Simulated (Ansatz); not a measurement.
BeSe (zinc blende, F-43m), a = b = c = 5.1289 Å, α = β = γ = 90.00°; the cell used has 2 atoms.

Relaxed with PBEsol. Independent-particle spectrum: no excitons, no local fields, no scissors shift; 0.1 eV broadening; ε₁ of the summed bands alone.

Tabulate the dielectric function from DFT-PBEsol in the program Ansatz with PAW potentials.



```tsv
E (eV)	ε₁ xx	ε₂ xx
0.0	6.58	0.00
0.4	6.61	0.00
0.8	6.67	0.00
1.2	6.78	0.00
1.6	6.95	0.00
2.0	7.18	0.00
2.4	7.50	0.00
2.8	7.92	0.00
3.2	8.50	0.00
3.6	9.33	0.00
4.0	10.63	0.00
4.4	13.18	0.47
4.8	16.26	2.99
5.2	20.07	8.96
5.6	14.47	16.68
6.0	11.63	23.94
6.4	-5.82	16.40
6.8	-0.82	11.54
7.2	-4.33	12.27
7.6	-5.58	9.41
8.0	-5.13	7.18
8.4	-4.89	5.58
8.8	-4.33	4.40
9.2	-3.88	3.53
9.6	-3.41	2.83
10.0	-2.90	2.27
10.4	-2.14	2.00
10.8	-2.21	2.11
11.2	-1.99	1.74
11.6	-1.83	1.53
12.0	-1.53	1.40
```

From ε at 5.7 eV (xx: 13.90 + 17.34i), find n, k, the normal reflectivity and the absorption coefficient.

n = 4.25, k = 2.040, R = 46 %, α = 2kE/ħc = 1200000 cm⁻¹.

With all bands, ε∞ without local fields is 6.62. DFPT, with local fields, gives 6.11.

The cell was relaxed with PBEsol under the symmetry of its start. Spin–orbit coupling is left out wherever it is not named.

Potentials: the later of the program's two PAW sets.
